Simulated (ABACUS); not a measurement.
Input and output of a self-consistent single point for Sn2SeS (P1, 8 atoms in the cell; from Materials Project mp-1218960, changed as shown) (ABACUS).

Method: PBEsol, numerical atomic orbitals TZDP (confined pseudo-atomic orbitals with Gaussian additions; energy shift 0.003 Ry), PseudoDojo 0.4 standard norm-conserving PBEsol (tails mended) pseudopotentials (ABACUS).

The change in words: atoms moved at random. Reference geometry (Pmc2_1):
```yaml
crystal:
  lattice:
    - [4.00458, 0.00000, 0.00000]
    - [0.00000, 4.61268, 0.00000]
    - [0.00000, 0.00000, 11.39312]
  atoms:
    - { symbol: Sn, position: [0.00000, 0.10539, 0.61744] }
    - { symbol: Sn, position: [0.00000, 0.89461, 0.11744] }
    - { symbol: Sn, position: [0.50000, 0.35857, 0.37707] }
    - { symbol: Sn, position: [0.50000, 0.64143, 0.87707] }
    - { symbol: Se, position: [0.00000, 0.75679, 0.35275] }
    - { symbol: Se, position: [0.00000, 0.24321, 0.85275] }
    - { symbol: S, position: [0.50000, 0.74453, 0.65274] }
    - { symbol: S, position: [0.50000, 0.25547, 0.15274] }
```

Reference input (self-consistent single point, DFT, PBEsol, numerical atomic orbitals TZDP (confined pseudo-atomic orbitals with Gaussian additions; energy shift 0.003 Ry), PseudoDojo 0.4 standard norm-conserving PBEsol (tails mended) pseudopotentials): basis = TZDP numerical atomic orbitals, energy shift 0.003 Ry; KPT = Gamma 4 4 2 0 0 0; basis_type = lcao; ecutwfc = 100 Ry; smearing_method = fd; smearing_sigma = 0.00367493 Ry; potentials = PseudoDojo 0.4 standard norm-conserving PBEsol (tails mended); symmetry = 1; symmetry_prec = 1e-05; ks_solver = scalapack_gvx; scf_nmax = 100; scf_thr = 1.0e-07. This run's input differs from it in these lines:

```diff
@@ -46,6 +46,6 @@
 4
-   0.0000000000    0.1053900000    0.6174400000 1 1 1
-   0.0000000000    0.8946100000    0.1174400000 1 1 1
-   0.5000000000    0.3585700000    0.3770700000 1 1 1
-   0.5000000000    0.6414300000    0.8770700000 1 1 1
+  -0.0037370000    0.1125810000    0.6192720000 1 1 1
+  -0.0076260000    0.8907890000    0.1149750000 1 1 1
+   0.4810060000    0.3668600000    0.3811190000 1 1 1
+   0.5113370000    0.6563570000    0.8725170000 1 1 1
 
@@ -54,4 +54,4 @@
 2
-   0.0000000000    0.7567900000    0.3527500000 1 1 1
-   0.0000000000    0.2432100000    0.8527500000 1 1 1
+  -0.0027520000    0.7356510000    0.3500770000 1 1 1
+   0.0140840000    0.2549730000    0.8556050000 1 1 1
 
@@ -60,4 +60,4 @@
 2
-   0.5000000000    0.7445300000    0.6527400000 1 1 1
-   0.5000000000    0.2554700000    0.1527400000 1 1 1
+   0.4946290000    0.7459560000    0.6480900000 1 1 1
+   0.5130570000    0.2368330000    0.1583460000 1 1 1
 # file: KPT
```

Output, abridged:

```
 SELF-CONSISTENT
 -------------------------------------------

                  longest orb rcut (Bohr) = 8.6
   longest nonlocal projector rcut (Bohr) = 2.66
                     search radius (Bohr) = 22.5

                          real space grid = [ 50, 60, 144 ]

                                 init_chg = atomic

 LCAO ALGORITHM --------------- ION=   1  ELEC=   1--------------------------------

 Density error is 0.0420849803902
 E_KohnSham     -1157.9226537121     -15754.3459337652
 E_Fermi        0.6519493060         8.8702253683

 LCAO ALGORITHM --------------- ION=   1  ELEC=   2--------------------------------

   [... lines left out ...]

   [... 8 blocks of this kind left out ...]

 LCAO ALGORITHM --------------- ION=   1  ELEC=  11--------------------------------

 Density error is 1.04038065322e-07
 E_KohnSham     -1157.9919158732     -15755.2882938117
 E_Fermi        0.6566137890         8.9336889162

 LCAO ALGORITHM --------------- ION=   1  ELEC=  12--------------------------------

 Density error is 3.40054768054e-08
 E_KohnSham     -1157.9919158731     -15755.2882938113
 E_KS(sigma->0) -1157.9919154664     -15755.2882882769
 E_entropy(-TS) -0.0000008135        -0.0000110687
 E_Fermi        0.6566138228         8.9336893752
 charge density convergence is achieved
 final etot is -15755.288294 eV
 EFERMI = 8.9336893752 eV

 STATE ENERGY(eV) AND OCCUPATIONS    NSPIN == 1
   [... 58 lines left out ...]

 TOTAL-FORCE (eV/Angstrom)
                       Sn1        -0.0245287589         0.2248818402        -0.2903910408
                       Sn2         0.3195635829        -0.3578789387        -0.2092086872
                       Sn3         0.3796125845        -0.8796301965         0.3840277226
                       Sn4         0.0000331534         0.2221151729         0.2880888859
                       Se1        -0.2823351941         0.8745167276         0.0733631857
                       Se2        -0.0980787877        -0.3223308053         0.0970049396
                        S1         0.0912339663        -0.2157887830        -0.1174756974
   [... lines left out ...]

 TOTAL-STRESS (KBAR)
        15.0267865170        -7.1981719064        -0.2221790127
        -7.1981719064         2.5453912221        -3.0945824972
        -0.2221790127        -3.0945824972         1.1063805665
 TOTAL-PRESSURE: 6.226186 KBAR

 --------------------------------------------
 !FINAL_ETOT_IS -15755.2882938112652482 eV
 --------------------------------------------
```

The run converged in 12 iterations. Against the reference run the free energy rises by 15.6 meV/atom, the pressure goes from -0.01 to 0.62 GPa, the largest force goes from 0.359 to 1.032 eV/Å and the gap on the mesh goes from 0.838 to 0.898 eV.

The atom-centred basis is finite, which shifts total energies, pressures, gaps and forces against plane waves. Forces above 1 eV/Å remain at this geometry, of which the finite basis can carry a part. The structure comes from a collection of computed structures, made at another level of theory; the collection holds predicted forms beside known ones. Its lattice was then scaled.

Cost on one core: very roughly 3 core-minutes.

The atomic orbitals were generated for these runs; they are not ABACUS's published sets and were checked against plane waves on a few crystals only.

“Tails mended”: in these copies of the files the far tail of each local potential was reset to the Coulomb form.
